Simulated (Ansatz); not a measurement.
CdSe:
```xyz
4
Lattice="4.3829 0.0000 0.0000 -2.1915 3.7957 0.0000 0.0000 0.0000 7.1537" Properties=species:S:1:pos:R:3 pbc="T T T"
Cd     2.1915     1.2652     0.0034
Cd     0.0000     2.5305     3.5803
Se     2.1915     1.2652     4.4691
Se     0.0000     2.5305     0.8922
```

The program Ansatz at the PBE level (PAW) gives a gap of 0.54 eV without spin–orbit coupling, maximum at Γ, minimum at Γ.

### Question
What happens when spin–orbit coupling is switched on?

### Answer
The gap decreases by 0.12 eV, to 0.42 eV; maximum at Γ, minimum at Γ.

### Question
Give the electron effective mass with spin–orbit coupling.

### Answer
0.053 mₑ (isotropic).

### Question
Give the hole effective mass with spin–orbit coupling.

### Answer
0.094, 0.094, 1.6 mₑ (principal values).

Space group P6_3mc (wurtzite). The cell was relaxed with PBE under the symmetry of its start; phonons on a q-mesh show no instability.

Potentials: the later of the program's two PAW sets.
